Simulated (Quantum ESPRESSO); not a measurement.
Inputs of pw.x and gipaw.x (a modified build of Quantum ESPRESSO, PBE) for CaMgF$_{4}$; the starting potential comes from an earlier run on another mesh:

```
&CONTROL
  calculation = 'scf'
  prefix = 'x'
  pseudo_dir = './pseudo'
  outdir = './out'
  tprnfor = .true.
/
&SYSTEM
  ibrav = 0
  nat = 6
  ntyp = 3
  ecutwfc = 45
  ecutrho = 180
  occupations = 'fixed'
  nbnd = 24
/
&ELECTRONS
  conv_thr = 1e-11
  startingpot = 'file'
/
ATOMIC_SPECIES
Ca 40.078 Ca.GGA_PBE-JTH.UPF
Mg 24.305 Mg.GGA_PBE-JTH.UPF
F 18.998 F.GGA_PBE-JTH.UPF
CELL_PARAMETERS angstrom
    4.967649706000    -0.035380267000     0.000000000000
   -0.035380267000     4.967649706000     0.000000000000
    0.000000000000     0.000000000000     3.313611841000
ATOMIC_POSITIONS crystal
Ca     0.500000000000     0.500000000000     0.500000000000
Mg     0.000000000000     0.000000000000     0.000000000000
F      0.714634617900     0.714634617900     0.000000000000
F      0.285365382100     0.285365382100     0.000000000000
F      0.819777691300     0.180222308700     0.500000000000
F      0.180222308700     0.819777691300     0.500000000000
K_POINTS automatic
3 3 5 1 1 1
```

```
&INPUTGIPAW
  job = 'nmr'
  prefix = 'x'
  tmp_dir = './out/'
  restart_mode = 'from_scratch'
  pawproj(1) = .true.
  pawproj(2) = .true.
  pawproj(3) = .true.
  use_nmr_macroscopic_shape = .false.
/
```

The cell was made here from a computed Materials Project entry: one of 2 Mg replaced by Ca, cell and atoms relaxed (PBE without dispersion, pw.x of Quantum ESPRESSO, symmetry kept). The parent is MgF2 in P4₂/mnm. The swapped cell is a model, not a known phase. Stability against distortions was not tested.

Task: Predict the shielding tensors that the run ends with.

Result: 
```
     f-sum rule (should be   -36.2844):
           -36.2844          0.0002          0.0000
             0.0002        -36.2844          0.0000
             0.0000          0.0000        -36.2840

     Total NMR chemical shifts in ppm: ---------------------------------------
     (adopting the Simpson convention for anisotropy and asymmetry)-----------

     Atom  1  Ca  pos: (  0.496426  0.496426  0.333511)  Total sigma:        1094.87
          1085.1136         -4.0199         -0.0000
            -4.0199       1085.1136         -0.0000
             0.0000          0.0000       1114.3888

     Ca      1    anisotropy:     29.28    eta:    0.4119

     Atom  2  Mg  pos: (  0.000000  0.000000  0.000000)  Total sigma:         570.32
           569.0561         10.3558          0.0000
            10.3558        569.0561          0.0000
            -0.0000          0.0000        572.8336

     Mg      2    anisotropy:    -17.42    eta:    0.5664

     Atom  3  F   pos: (  0.709527  0.709527  0.000000)  Total sigma:         252.38
           231.3062         56.8959         -0.0000
            56.8959        231.3062         -0.0000
             0.0000          0.0000        294.5397

     F       3    anisotropy:   -116.96    eta:    0.0813

     Atom  4  F   pos: (  0.283326  0.283326  0.000000)  Total sigma:         252.38
           231.3062         56.8959          0.0000
            56.8959        231.3062         -0.0000
             0.0000          0.0000        294.5397

     F       4    anisotropy:   -116.96    eta:    0.0813

     Atom  5  F   pos: (  0.818473  0.174379  0.333511)  Total sigma:         312.33
           328.6956        -57.1349         -0.0000
           -57.1349        328.6956         -0.0000
            -0.0000         -0.0000        279.5903

     F       5    anisotropy:    110.25    eta:    0.1092

     Atom  6  F   pos: (  0.174379  0.818473  0.333511)  Total sigma:         312.33
           328.6956        -57.1349          0.0000
           -57.1349        328.6956         -0.0000
             0.0000         -0.0000        279.5903

     F       6    anisotropy:    110.25    eta:    0.1092
```
The printed anisotropy is 3/2 (σ_33 − σ_iso) in the program's own order; the axes are left out here. Anisotropies that symmetry doesn't fix are less certain than the isotropic values. σ is an absolute shielding without the bulk-susceptibility term: within one crystal shift differences are minus those of σ, between compounds the missing term differs by several ppm. By our sweeps, such settings leave a few ppm in absolute σ. The datasets of Mg hold no d projectors, which limits absolute σ on these atoms. PBE places the empty d or f states of Ca too low, which is known to distort σ on and beside such ions.
